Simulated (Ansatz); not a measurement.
# CrSi₈Mo₃: phonons across the zone

All numbers below come from DFT PBE, scalar-relativistic, plane waves, PAW (Ansatz). Plane waves to 420 eV; Γ-centred k mesh 8×8×6; Fermi-Dirac smearing of 0.15 eV. No spin polarisation. Phonons by linear response, acoustic sum rule imposed.

The cell, relaxed at this level:
```
CELL_PARAMETERS angstrom
4.50951 0.00000 0.00000
0.00000 4.50951 0.00000
0.00000 0.00000 7.80237
ATOMIC_POSITIONS crystal
Cr 0.00000 0.00000 0.50000
Si 0.00000 0.50000 0.66170
Si 0.00000 0.00000 0.17046
Si 0.50000 0.50000 0.16606
Si 0.50000 0.00000 0.66170
Si 0.00000 0.50000 0.33830
Si 0.00000 0.00000 0.82954
Si 0.50000 0.50000 0.83394
Si 0.50000 0.00000 0.33830
Mo 0.00000 0.50000 0.00000
Mo 0.50000 0.50000 0.50000
Mo 0.50000 0.00000 0.00000
```

The structure comes from a generated guess, relaxed at this level; another structure or a mixture of phases may lie lower. In a metal, frequencies and elastic constants depend on the k mesh and the smearing, soft modes and shear constants most. Some empty bands missed the eigensolver's threshold. The q mesh is coarse, so values between its points are rough.

Force constants from linear response on a 2×2×1 q mesh.

Path: Γ–X–M–Γ–Z–R–A–Z | X–R | M–A. Only the points of the 2×2×1 mesh were computed; the rest is interpolation, which is rough on so few points. On the mesh no mode is imaginary. Distance along the path (Å⁻¹), then the branches (cm⁻¹, negative for imaginary):
```
0.000  0 0 0 188 188 204 204 210 210 210 241 254 254 260 263 263 280 280 292 292 292 299 316 316 320 326 326 356 366 384 384 387 387 399 410 438
0.174  43 51 77 189 195 204 208 210 211 212 241 253 253 259 263 269 279 283 291 291 297 299 312 315 318 328 328 354 366 382 383 383 385 403 412 436
0.348  83 99 146 185 205 206 210 210 211 232 239 248 252 260 262 272 274 284 285 291 296 301 311 319 325 327 334 350 364 374 376 379 382 411 418 433
0.522  118 140 171 194 202 210 212 216 223 236 247 249 250 261 261 261 268 278 280 287 290 300 308 325 334 337 342 347 365 365 366 370 382 416 427 433
0.697  141 155 170 174 210 215 218 231 238 239 240 246 248 252 260 264 266 270 278 284 290 300 304 324 341 342 346 348 360 361 365 367 383 419 428 437
0.871  153 163 175 178 206 215 218 222 234 240 245 246 247 252 260 261 264 273 276 283 290 297 304 319 333 339 343 351 358 359 363 366 389 425 432 439
1.045  175 178 187 188 202 206 210 220 226 243 244 246 249 252 255 261 265 270 275 280 286 290 304 304 321 333 341 353 353 353 356 368 401 437 441 446
1.219  187 188 198 199 200 201 204 221 222 238 242 246 251 254 258 262 262 265 269 275 280 284 292 306 307 330 339 342 348 354 355 370 411 449 450 453
1.393  189 192 196 196 203 208 208 220 221 235 240 252 253 253 254 258 258 264 264 272 274 292 294 294 308 330 338 338 344 354 354 370 415 454 454 456
1.640  172 184 195 200 202 205 212 215 224 236 239 246 251 253 255 265 266 271 272 272 284 286 296 305 310 331 337 348 350 352 358 369 407 445 446 449
1.886  129 135 186 194 202 208 213 213 215 231 235 246 248 252 261 270 277 282 284 286 296 300 305 309 315 332 336 348 360 365 368 371 392 427 428 436
2.132  69 72 102 192 200 207 208 208 212 214 240 252 254 259 261 273 279 283 291 292 297 300 311 314 320 321 333 353 366 378 381 381 385 407 413 435
2.378  0 0 0 188 188 204 204 210 210 210 241 254 254 260 263 263 280 280 292 292 292 299 316 316 320 326 326 356 366 384 384 387 387 399 410 438
2.479  31 31 47 181 181 203 203 211 215 215 240 253 253 256 264 264 280 280 291 291 292 299 316 316 320 326 326 352 367 385 385 387 387 399 412 438
2.580  60 60 93 164 164 206 206 211 220 220 231 250 251 251 267 267 281 281 290 290 293 298 317 317 322 325 325 345 369 385 385 387 387 399 417 437
2.680  88 88 136 144 144 208 210 210 212 222 222 249 250 250 268 268 283 283 288 288 293 297 318 318 323 323 325 338 370 385 385 387 387 399 421 437
2.781  107 107 127 127 173 177 212 212 212 222 222 249 249 249 268 268 285 285 286 286 293 297 320 320 321 321 328 332 371 385 385 387 387 399 422 436
2.955  115 123 133 136 180 183 210 213 217 221 227 248 249 255 268 274 282 285 286 286 295 296 311 316 322 323 332 335 371 382 384 384 384 404 421 435
3.130  134 148 155 157 198 198 205 214 216 226 233 246 248 260 267 269 282 284 284 286 292 298 302 309 328 330 338 341 369 376 377 383 386 411 418 431
3.304  155 166 179 186 196 207 212 212 218 229 236 244 246 258 258 265 274 276 283 284 284 297 306 307 338 338 345 354 368 368 369 382 394 415 417 426
3.478  168 176 187 193 201 205 206 215 223 225 244 246 246 251 252 264 265 274 282 283 283 297 304 308 344 345 349 361 361 363 370 382 399 414 420 422
3.652  174 180 189 194 198 207 207 217 226 228 240 242 248 253 253 264 265 274 280 280 281 295 302 305 329 333 350 353 360 369 380 384 404 416 423 424
3.826  183 189 193 195 198 208 209 218 226 234 235 239 253 254 257 263 265 273 274 275 278 291 296 296 306 316 332 336 371 379 392 392 415 419 429 430
4.000  188 193 195 195 204 207 209 214 235 237 238 238 254 256 261 263 265 266 271 275 280 284 285 287 290 300 315 318 381 384 402 402 422 426 434 434
4.175  188 192 195 195 205 208 208 217 234 238 240 244 255 256 258 258 266 266 274 276 276 280 280 281 293 293 305 308 385 386 406 406 424 430 436 436
4.421  178 183 196 202 208 208 209 213 231 233 238 238 252 257 258 263 270 271 275 280 281 283 286 290 293 300 324 326 377 383 395 401 421 421 431 434
4.667  152 161 172 178 210 212 215 216 228 232 232 235 244 254 262 272 277 278 287 288 290 291 298 300 305 312 351 353 357 365 380 390 403 418 420 432
4.913  122 135 138 144 187 189 212 215 216 224 227 247 248 258 270 273 281 283 284 288 295 296 312 314 315 319 338 339 369 375 380 385 389 407 420 434
5.160  107 107 127 127 173 177 212 212 212 222 222 249 249 249 268 268 285 285 286 286 293 297 320 320 321 321 328 332 371 385 385 387 387 399 422 436
5.210  142 155 171 175 210 215 219 230 236 238 241 246 248 252 261 264 266 268 279 285 290 300 303 324 341 341 347 348 360 360 365 369 382 419 428 436
5.311  148 158 177 180 208 215 219 220 230 235 244 246 248 253 261 263 265 268 282 286 289 298 299 322 341 342 347 354 360 361 364 378 382 418 426 433
5.411  159 164 186 187 204 206 216 220 222 231 245 246 249 253 253 262 265 275 281 282 288 297 298 316 342 345 346 359 360 364 366 381 389 416 423 428
5.512  168 172 191 192 200 201 212 216 222 227 245 246 246 251 252 264 265 275 281 282 285 297 302 310 344 345 349 361 361 363 369 382 398 415 421 423
5.562  189 192 196 196 203 208 208 220 221 235 240 252 253 253 254 258 258 264 264 272 274 292 294 294 308 330 338 338 344 354 354 370 415 454 454 456
5.663  189 192 196 196 204 208 208 220 222 235 240 252 254 254 254 258 258 265 265 273 274 284 293 293 308 325 325 336 338 367 367 380 413 452 452 454
5.764  189 192 196 196 204 208 208 219 225 235 240 254 254 258 258 259 259 265 265 269 274 275 293 293 308 308 308 322 354 384 384 396 407 447 447 448
5.864  188 192 195 195 205 208 208 217 232 234 240 253 256 256 258 258 265 265 268 268 274 279 292 292 294 294 308 310 371 398 399 399 412 439 440 440
5.965  188 192 195 195 205 208 208 217 234 238 240 244 255 256 258 258 266 266 274 276 276 280 280 281 293 293 305 308 385 386 406 406 424 430 436 436
```
